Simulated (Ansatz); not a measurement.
A generator proposed this cell of Ba2Be.

```xyz
6
Lattice="-3.3652 3.3652 3.0421 3.3652 -3.3652 3.0421 3.3652 3.3652 -3.0421" Properties=species:S:1:pos:R:3 pbc="T T T"
Ba    1.0951    4.4603    0.0000
Ba    1.0951    2.2701    3.0421
Ba    2.2701    1.0951    0.0000
Ba    2.2701   -1.0951    3.0421
Be    0.0000    0.0000    1.5211
Be    0.0000    0.0000    4.5632
```

Computed with DFT PBE, scalar-relativistic, plane waves, PAW (Ansatz). Settings: cutoff 420 eV, Γ-centred mesh 4×4×4 on the computed 6-atom cell, Gaussian smearing of 0.10 eV; no spin polarisation.

Energies over the elements count from the elements' standard structures at the same level, with no fitted energy shifts.

Question: What does a single point on this coarse mesh give?

Answer: The pressure is 18.1 GPa (the mean over three directions, positive in compression), the largest force is 0.37 eV/Å, and the energy is +1.19 eV/atom against the elements. The shortest distance is 2.94 Å.

Question: How much does it gain on relaxing, and where does it end?

Answer: Relaxing gains about 0.76 eV/atom (the start's value is from the coarse mesh, so the gain is rough) in 13 ionic steps and ends at +0.42 eV/atom on the finer mesh. The symmetry stays I4/mcm (No. 140). The volume per atom grows by 75.6 %, from 23.0 to 40.3 Å³. The shortest distance goes from 2.94 Å (Ba–Be) to 3.45 Å (Ba–Be). Conventional cell: a = 7.999 Å, c = 7.562 Å. Ba has 4 Be at 3.45 Å, 6 Ba at 3.95–4.08 Å and 1 Ba at 4.51 Å; around Be lie 8 Ba at 3.45 Å and 2 Be at 3.78 Å.

The last run used an 8×8×8 mesh for its 6-atom cell and Gaussian smearing of 0.10 eV. The relaxation can't lower the symmetry of the start. A later test with randomly moved atoms came back to the same energy, though modes that don't fit the test's cell weren't probed.
